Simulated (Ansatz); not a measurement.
Here is the system:

AgV2O5:
```xyz
16
Lattice="3.6028 0.0000 0.0000 0.0000 11.2706 0.0000 0.0000 0.0000 4.7679" Properties=species:S:1:pos:R:3 pbc="T T T"
V      0.0000     1.7059     1.8712
V      0.0000     9.5647     1.8712
V      1.8014     3.9294     2.8967
V      1.8014     7.3412     2.8967
O      0.0000     0.0000     2.4688
O      1.8014     5.6353     2.2991
O      0.0000     1.5374     0.2587
O      0.0000     9.7331     0.2587
O      1.8014     4.0978     4.5092
O      1.8014     7.1727     4.5092
O      1.8014     2.0266     2.4070
O      1.8014     9.2439     2.4070
O      0.0000     3.6087     2.3609
O      0.0000     7.6619     2.3609
Ag     0.0000     5.6353     0.4826
Ag     1.8014     0.0000     4.2853
```
The run is spin-polarised; directions of the spins, atom by atom: ↑ ↑ ↑ ↑ 0 0 0 0 0 0 0 0 0 0 0 0.

This is the r²SCAN+D4-relaxed structure. Tensor components refer to the Cartesian frame of this cell.

All from r²SCAN+D4 in the plane-wave PAW code Ansatz, unless another level is named. Give the formation energy from the elements (no fitted shifts).

-2.15 eV/atom.

And the band gap?

0.39 eV (direct).

What about the valence-band maximum?

at S (k = 0.500, 0.500, 0.000 in fractions of the reciprocal vectors).

Space group Pmmn. A made-up cell: these elements were put on the sites of a structure type; neither database checked (COD, Materials Project) lists it. Its standing as an ambient phase is unchecked. The cell was relaxed with r²SCAN+D4 under the symmetry of its start; its stability against distortions is not shown here. Spin order of the final state: ferromagnetic, chosen from 3 collinear starts compared on coarse meshes (ties went to the first, and starts can fall back to one state), not a proven ground state. Other orbital occupations within this spin state were not tried. No Hubbard U is applied. The references are the lowest solids computed at this level, not always the standard phases (solids in place of the gases). Scalar-relativistic: spin–orbit coupling is off unless named, which matters more the heavier the elements.

Potentials: the later of the program's two PAW sets.
